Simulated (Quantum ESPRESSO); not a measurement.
**Quadrupole interaction in La2O3 (changed cell)**

```yaml
crystal:
  lattice:
    - [3.89147, 0.00000, 0.00000]
    - [-1.94574, 3.37011, 0.00000]
    - [0.00000, 0.00000, 6.23419]
  atoms:
    - { symbol: La, position: [0.66667, 0.33333, 0.75372] }
    - { symbol: La, position: [0.33333, 0.66667, 0.24628] }
    - { symbol: O, position: [0.66667, 0.33333, 0.35599] }
    - { symbol: O, position: [0.33333, 0.66667, 0.64401] }
    - { symbol: O, position: [0.00000, 0.00000, 0.00000] }
```
The cell was made here from a computed Materials Project entry: strained by +2 % along the unique axis and by -1 % across it, atoms relaxed (PBE without dispersion, pw.x of a modified build of Quantum ESPRESSO, symmetry kept). The parent is La2O3 in P-3m1. Stability against distortions was not tested. The run has no spin polarisation.

Computed: field gradients by PBE PAW (JTH datasets; density from pw.x of Quantum ESPRESSO, gradients reconstructed from it by a script), 30 Ha, k-mesh 7×7×4 through Γ.

| site | site symmetry | Vzz (10²¹ V/m²) | η_Q | ∣C_Q∣ (MHz) |
|---|---|---|---|---|
| La (atoms 1, 2) | 3m | 12.69 | 0.00 | 61.3 (¹³⁹La) |
| O1 (atoms 3, 4) | 3m | 0.95 | 0.00 | 0.59 (¹⁷O) |
| O2 (atom 5) | -3m | -0.87 | 0.00 | 0.54 (¹⁷O) |

Quadrupole moments taken as inputs (sizes, barn, from the tables of PySCF and pymatgen): ¹³⁹La 0.2, ¹⁷O 0.0256.

Convention: |Vzz| is the largest principal value, η_Q = (Vxx − Vyy)/Vzz, |C_Q| = |eQVzz/h|. Cores are frozen. Against all-electron runs on small test molecules, this scheme's |Vzz| missed by −2 to +6 % on O. La had no test against all-electron runs. Spin–orbit coupling is left out, a limit on La.
